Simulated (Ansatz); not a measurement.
A relaxation computed with Ansatz, from input to last step.

```yaml
crystal:
  lattice:
    - [5.9514, 0.0, 0.0]
    - [0.0, 6.6743, 0.0]
    - [0.0, 0.0, 3.179]
  atoms:
    - { symbol: Sb, position: [0.1812, 0.359, 0.0] }
    - { symbol: Sb, position: [0.8188, 0.641, 0.0] }
    - { symbol: Sb, position: [0.6812, 0.141, 0.5] }
    - { symbol: Sb, position: [0.3188, 0.859, 0.5] }
    - { symbol: Ru, position: [0.0, 0.0, 0.0] }
    - { symbol: Ru, position: [0.5, 0.5, 0.5] }
basis:
  ecutwfc: 500
kpoints:
  mp_grid: { grid: [6, 6, 12] }
hamiltonian:
  xc: r2scan
scf:
  occupations: { method: gaussian, width: 0.01 }
output:
  forces: true
  stress: true
  eigenvalues: true
  write_density: true
  write_potential: true
  elf: true
  volumetric_format: npy
relax:
  adjacent_minimum: "off"
  f_tol: 0.005
  max_steps: 80
  cell: { stress_tol: 0.05 }
```

```bash
ansatz run input.yaml --threads 2 --pin off --max-ram 5120MiB --backend cpu --events-out ev --progress --plain --runs-dir out
```

The calculation used DFT r2SCAN, scalar-relativistic, plane waves, PAW (Ansatz).

Of 6 frames 6 are shown, positions in Å and forces in eV/Å; the SCF threshold varies from step to step. Steps run on the plane waves of an earlier cell, with a Pulay correction in the pressure. The basis is chosen afresh for the last frame, the zero of the energies, and at times for earlier ones too; energy and pressure step there, also at an unchanged geometry. The mark taken_back stands on steps that the optimiser undid.

```xyz
6
Lattice="5.9514 0.0000 0.0000 0.0000 6.6743 0.0000 0.0000 0.0000 3.1790" Properties=species:S:1:pos:R:3:forces:R:3 pbc="T T T" step=1 free_energy_over_end_meV_per_atom=4.04 pressure_GPa=2.74
Sb    1.0784    2.3961    0.0000    0.0482   -0.0346    0.0000
Sb    4.8730    4.2782    0.0000   -0.0482    0.0346    0.0000
Sb    4.0541    0.9411    1.5895    0.0482    0.0346    0.0000
Sb    1.8973    5.7332    1.5895   -0.0482   -0.0346    0.0000
Ru    0.0000    0.0000    0.0000    0.0000    0.0000    0.0000
Ru    2.9757    3.3371    1.5895    0.0000    0.0000    0.0000
6
Lattice="6.0480 0.0000 0.0000 0.0000 6.7637 0.0000 0.0000 0.0000 3.3137" Properties=species:S:1:pos:R:3:forces:R:3 pbc="T T T" step=2 free_energy_over_end_meV_per_atom=25.25 pressure_GPa=-4.87 taken_back
Sb    1.1463    2.4148    0.0000   -0.3188    0.1703    0.0000
Sb    4.9017    4.3489    0.0000    0.3188   -0.1703    0.0000
Sb    4.1703    0.9671    1.6569   -0.3188   -0.1703    0.0000
Sb    1.8777    5.7966    1.6569    0.3188    0.1703    0.0000
Ru    0.0000    0.0000    0.0000    0.0000    0.0000    0.0000
Ru    3.0240    3.3818    1.6569    0.0000    0.0000    0.0000
6
Lattice="5.9741 0.0000 0.0000 0.0000 6.7223 0.0000 0.0000 0.0000 3.2191" Properties=species:S:1:pos:R:3:forces:R:3 pbc="T T T" step=3 free_energy_over_end_meV_per_atom=0.26 pressure_GPa=-0.21
Sb    1.0928    2.4083    0.0000   -0.0323    0.0443    0.0000
Sb    4.8813    4.3140    0.0000    0.0323   -0.0443    0.0000
Sb    4.0799    0.9528    1.6096   -0.0323   -0.0443    0.0000
Sb    1.8942    5.7695    1.6096    0.0323    0.0443    0.0000
Ru    0.0000    0.0000    0.0000    0.0000    0.0000    0.0000
Ru    2.9871    3.3612    1.6096    0.0000    0.0000    0.0000
6
Lattice="5.9821 0.0000 0.0000 0.0000 6.7090 0.0000 0.0000 0.0000 3.2149" Properties=species:S:1:pos:R:3:forces:R:3 pbc="T T T" step=4 free_energy_over_end_meV_per_atom=0.13 pressure_GPa=0.01
Sb    1.0931    2.4076    0.0000   -0.0117    0.0013    0.0000
Sb    4.8889    4.3015    0.0000    0.0117   -0.0013    0.0000
Sb    4.0842    0.9470    1.6075   -0.0117   -0.0013    0.0000
Sb    1.8979    5.7621    1.6075    0.0117    0.0013    0.0000
Ru    0.0000    0.0000    0.0000    0.0000    0.0000    0.0000
Ru    2.9910    3.3545    1.6075    0.0000    0.0000    0.0000
6
Lattice="5.9784 0.0000 0.0000 0.0000 6.7139 0.0000 0.0000 0.0000 3.2137" Properties=species:S:1:pos:R:3:forces:R:3 pbc="T T T" step=5 free_energy_over_end_meV_per_atom=0.11 pressure_GPa=0.03
Sb    1.0911    2.4089    0.0000   -0.0005    0.0018    0.0000
Sb    4.8872    4.3050    0.0000    0.0005   -0.0018    0.0000
Sb    4.0803    0.9481    1.6068   -0.0005   -0.0018    0.0000
Sb    1.8981    5.7658    1.6068    0.0005    0.0018    0.0000
Ru    0.0000    0.0000    0.0000    0.0000    0.0000    0.0000
Ru    2.9892    3.3569    1.6068    0.0000    0.0000    0.0000
6
Lattice="5.9784 0.0000 0.0000 0.0000 6.7139 0.0000 0.0000 0.0000 3.2137" Properties=species:S:1:pos:R:3:forces:R:3 pbc="T T T" step=6 free_energy_over_end_meV_per_atom=0.00 pressure_GPa=0.03
Sb    1.0911    2.4089    0.0000   -0.0005    0.0019    0.0000
Sb    4.8872    4.3050    0.0000    0.0005   -0.0019    0.0000
Sb    4.0803    0.9481    1.6068   -0.0005   -0.0019    0.0000
Sb    1.8981    5.7658    1.6068    0.0005    0.0019    0.0000
Ru    0.0000    0.0000    0.0000    0.0000    0.0000    0.0000
Ru    2.9892    3.3569    1.6068    0.0000    0.0000    0.0000
```

The run took 5.8 min on 2 threads of Oxide Virtual Turin-like Processor (Zen 5) (shared host), peak memory 1.2 GiB.